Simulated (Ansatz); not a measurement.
Values for one crystal, relaxed and computed with the program Ansatz at the PBEsol level (PAW); other levels are named.

- Volume per atom: 8.78 Å³
- Electronic character: metallic (no gap)
- Density of states at the Fermi level: 0.89 states/eV per atom (mean over ±0.08 eV)
- Zone-centre stability: no imaginary mode at Γ
- Formation energy from the elements (no fitted shifts): 0.024 eV/atom
- Highest zone-centre frequency: 710 cm⁻¹
- Pressure derivative B′: 4.9

Which compound is it?
A. CoSi2, P6/mmm (Co on 1a, Si on 2d)
B. MgNi3C, anti-perovskite
C. Co2C, Pnnm (Co on 4g, C on 2a)
D. W2C, Pbcn (W on 8d, C on 4c)

C, Co2C, Pnnm (Co on 4g, C on 2a)

The first step of the workflow began from a Materials Project structure, measured or hypothetical; the Crystallography Open Database files this formula in space group No. 58, but the cells were not matched. Whether it is the stable phase at ambient conditions was not checked. The cell was relaxed with PBEsol under the symmetry of its start. No spin polarisation was allowed. As this level gives no gap, phonon frequencies hold no LO–TO term and depend on the k-mesh and smearing (Fermi–Dirac, 0.1 eV here). The references are the lowest solids computed at this level, not always the standard phases.

Potentials: the later of the program's two PAW sets.
